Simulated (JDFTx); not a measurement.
TiAl(111) slab cut from bulk TiAl (space group P4/mmm, indices of the conventional cell, lattice of the Materials Project entry mp-1953, not re-optimised): 11 atoms in 11 planes, a 1x1 cell of 17.99 Å² (|a| = 3.975, |b| = 4.943 Å), 8.8 Å between the outermost planes, Al outermost, slab composition Ti5Al6, cell height 24.9 Å, 6×6×1 k mesh, Fermi smearing 0.01 Ha, no spin polarisation. Whether this polymorph is the ambient one wasn't checked. Neither spin polarisation nor a larger cell was tried.

Final geometry:
```
TiAl(111)
1.0
    3.9750     0.0000     0.0000
    1.9875     4.5261     0.0000
    0.0000     0.0000    24.9000
Al Ti
6 5
Direct
  0.8119   0.3761   0.3241
  0.2160   0.5679   0.3924
  0.6196   0.7607   0.4641
  0.0232   0.9536   0.5359
  0.4268   0.1464   0.6076
  0.8309   0.3382   0.6759
  0.5154   0.9693   0.3563
  0.9178   0.1643   0.4283
  0.3214   0.3571   0.5000
  0.7250   0.5500   0.5717
  0.1275   0.7450   0.6437
```

All numbers are PBE, GBRV ultrasoft potentials, plane waves to 20/100 Ha results from a modified build of JDFTx, not measurements. Liquid on both sides: linear PCM (GLSSA13), water, 2 M NaF; nuclei fixed, outer atoms relaxed in vacuum. The electron chemical potential μ is absolute (zero in the bulk liquid) and is turned into a potential by U = −μ/e − 4.44 V vs SHE, a convention. The model has bare, unreconstructed faces and no explicit solvent.

```
U (V vs SHE)  μ (eV)  excess electrons per cell  σ (μC/cm², per face)              run
------------  ------  -------------------------  --------------------  ---------------
-0.50          -3.94                      0.085                  -3.8  fixed potential
-0.33          -4.11                      0.000                   0.0          neutral
___              ___                     -0.090                   4.0     fixed charge
```

**Question.** Fill in the missing entries, row by row.

**Answer.** 
- row 3, U (V vs SHE): -0.22
- -0.22, μ (eV): -4.22
